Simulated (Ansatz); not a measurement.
Put CsDyPt in P4/mmm (No. 123): Cs on 1a; Dy on 1d; Pt on 1c.

The calculation used Ansatz, DFT PBE, scalar-relativistic, plane waves, PAW, and for the lanthanide a 4f-in-core norm-conserving potential. Cutoff 630 eV, Γ-centred mesh, Gaussian smearing, no spin polarisation.

The zero of energy is the elements' standard structures at the same level; no fitted shifts are applied.

Question: Predict the relaxed structure.

Answer:

Space group P4/mmm (No. 123). a = 4.926 Å, b = 4.926 Å, c = 5.347 Å, α = 90.00°, β = 90.00°, γ = 90.00°
| atom | site | symmetry | x | y | z |
| --- | --- | --- | --- | --- | --- |
| Cs | 1a | 4/mmm | 0.0000 | 0.0000 | 0.0000 |
| Dy | 1d | 4/mmm | 0.5000 | 0.5000 | 0.5000 |
| Pt | 1c | 4/mmm | 0.5000 | 0.5000 | 0.0000 |

Cs is surrounded by 4 Pt at 3.48 Å, 8 Dy at 4.39 Å, 4 Cs at 4.93 Å and 2 Cs at 5.35 Å; around Dy lie 2 Pt at 2.67 Å and 8 Cs at 4.39 Å; Pt is surrounded by 2 Dy at 2.67 Å and 4 Cs at 3.48 Å. Another local minimum with the same sites may exist.

Question: And its energy and gap?

Answer: The energy over the elements is +0.19 eV/atom and the gap on the 10×10×10 mesh of the 3-atom cell is 0 eV (a metal). It can't be a ground state, since the elements alone are lower.

The last run used Gaussian smearing of 0.10 eV. These runs have no spin–orbit coupling, which can matter for Pt. Symmetry constrained the relaxation, so the result can be a saddle point.

The lanthanide is trivalent by construction, without f bands, f moments or other valences. The reference runs of the other elements, and any phases without the lanthanide, used 420 eV, which shifts energies against them by under 10 meV/atom. The lanthanide's reference is the lowest of its hcp, dhcp and fcc cells.
